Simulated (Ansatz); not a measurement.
As (A7 type, space group R-3m)

```xyz
2
Lattice="1.8727 1.0812 3.2515 -1.8727 1.0812 3.2515 0.0000 -2.1624 3.2515" Properties=species:S:1:pos:R:3 pbc="T T T"
As     0.0000     0.0000     2.2703
As     0.0000     0.0000     7.4842
```

In each cell atom 2 (As, nearest neighbour As at 2.517 Å; its periodic images, 3.7 Å or more away, move with it) moves by s·(0.707, 0.707, 0.000) (along Cartesian [110]), the rest being held.

The numbers are results of PBEsol-D3(BJ) (plane waves to 420 eV, PAW, scalar-relativistic; Ansatz, a program for electronic structure), not measurements. k mesh 12×12×12 (Γ-centred), Fermi-Dirac smearing 0.05 eV. Energies are smeared free energies. With partly filled bands, energies and forces of such displacements shift with the k mesh and the smearing. As was relaxed with its symmetry unable to fall. ΔE is measured from the undisplaced structure. The last digit holds for this mesh only.

| s (Å) | ΔE (meV/cell) |
|---|---|
| -0.250 | 125.7 |
| -0.200 | 76.3 |
| -0.150 | 41.3 |
| -0.100 | 17.8 |
| -0.050 | 4.3 |
| 0.000 | 0.0 |
| 0.050 | 3.8 |
| 0.100 | 14.8 |
| 0.150 | 32.0 |
| 0.200 | 56.6 |
| 0.250 | 90.5 |

Problem. What force constant k = d²E/ds² at s = 0 does the table give?

Solution. 3.2 eV/Å². It is the second difference of the nearest points, corrected with the next pair.

Problem. With k = 3.28 eV/Å² from the forces, is the well harmonic out to s = 0.250 Å?

Solution. ½ks² = 102 meV/cell against the computed 90 meV/cell, so the well is softer than harmonic there.

(A displaced cell: forces are minus the slopes of the energy, force constants its curvatures, and phonons follow from these.)
